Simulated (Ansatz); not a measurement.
Values for one crystal, relaxed and computed with the program Ansatz at the r²SCAN level (PAW); other levels are named.

- Volume per atom: 16.12 Å³
- Electronic character: metallic (no gap)
- Formation energy from the elements (no fitted shifts): -0.29 eV/atom
- Density of states at the Fermi level: 0.46 states/eV per atom (mean over ±0.08 eV)

Which compound is it?
A) Zn3Pt, I4/mmm (Zn on 4d, Zn on 2b, Pt on 2a)
B) YAu, Cmcm (Y on 4c, Au on 4c)
C) SrTl2, P6_3/mmc (Sr on 2b, Tl on 4f)
D) HfZn2, cubic Laves (MgCu2 type)

D, HfZn2, cubic Laves (MgCu2 type)

Space group Fd-3m (cubic Laves (MgCu2 type)). The first step of the workflow began from a Materials Project structure, measured or hypothetical; the Crystallography Open Database files this formula in space group No. 227, but the cells were not matched. Its standing as an ambient phase is unchecked. The r²SCAN relaxation kept the symmetry of its start; whether a distortion lowers the energy is not shown. The final state is ferromagnetic, chosen from 4 collinear starts compared on coarse meshes (ties went to the first, and starts can fall back to one state), not a proven ground state. Other orbital occupations within this spin state were not tried. The references are the lowest solids computed at this level, not always the standard phases. Spin–orbit coupling is left out wherever it is not named.

Potentials: the later of the program's two PAW sets.
